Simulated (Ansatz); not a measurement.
BP (wurtzite, P6_3mc) at seven volumes, plane-wave PAW LDA (Ansatz code), shape and atoms relaxed at each. One row is withheld.

| V (Å³/atom) | P (GPa) |
|---|---|
| 10.302 | 19.81 |
| 10.641 | 12.23 |
| 10.981 | 5.67 |
| 11.321 | -0.01 |
| 11.660 | -4.94 |
| 12.000 | -9.20 |
| 12.340 | ? |

Task: Fit the shown pressures and predict the withheld one.

Result: Third-order Birch–Murnaghan: P = (3/2)B₀(x^(7/2) − x^(5/2))[1 + (3/4)(B′ − 4)(x − 1)] with x = (V₀/V)^(2/3). Least squares on the six rows gives V₀ = 11.320 Å³/atom, B₀ = 176.1 GPa, B′ = 3.77. At V = 12.340, x = 0.9441 and P = -12.91 GPa. The run itself gave -12.89 GPa.

The workflow started from a Materials Project entry (that database holds measured and hypothetical structures alike); the Crystallography Open Database copy checked does not list it. It is not the phase usual at ambient conditions (space group No. 216). The LDA relaxation kept the symmetry of its start; whether a distortion lowers the energy is not shown.

Potentials: the earlier of the program's two PAW sets. The files were generated under PBE; for other functionals the program regenerates the frozen cores, and for LDA and PBEsol the local potential too.
